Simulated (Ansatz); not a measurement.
Rough cost of magnetic runs on CsGdS2 (R-3m) in Ansatz 0.2.0, 2 threads of Arm Neoverse V2, on a shared host.

```
Cs Gd S
1.0
     2.05862    1.18854    8.01360
    -2.05862    1.18854    8.01360
     0.00000   -2.37709    8.01360
Cs Gd S
1 1 2
Direct
  0.00000 0.00000 0.00000
  0.50000 0.50000 0.50000
  0.23360 0.23360 0.23360
  0.76640 0.76640 0.76640
```

```
                     run  functional, mesh  k points solved  bands  iterations  wall time (s)  peak memory (GiB)
   PAW: U = 7 eV on Gd f     LDA, 10×10×10              116     28          10             29                1.1
              LAPW: no U     LDA, 10×10×10              116     58          11            120                1.6
 PAW: U = 1.5 eV on Gd f     LDA, 10×10×10              116     28           9             30                1.1
   PAW: U = 3 eV on Gd f     LDA, 10×10×10              116     28          10             34                1.1
LAPW: U = 4.5 eV on Gd f     LDA, 10×10×10              116     58          10            130                1.8
  LAPW: U = 7 eV on Gd f     LDA, 10×10×10              116     58          10            120                1.8
               PAW: no U     LDA, 10×10×10              116     28           9             27               0.81
 PAW: U = 4.5 eV on Gd f     LDA, 10×10×10              116     28          10             33                1.1
  LAPW: U = 3 eV on Gd f     LDA, 10×10×10              116     58          10            130                1.8
```

Q: Roughly how much dearer is an iteration by LAPW than by PAW among the runs with the first row's mesh and spin treatment (collinear)?

A: About 4 times (medians of wall time over iterations; times from a shared host are rough).

Runs with the default search for lower states can spend part of their time in further cycles.
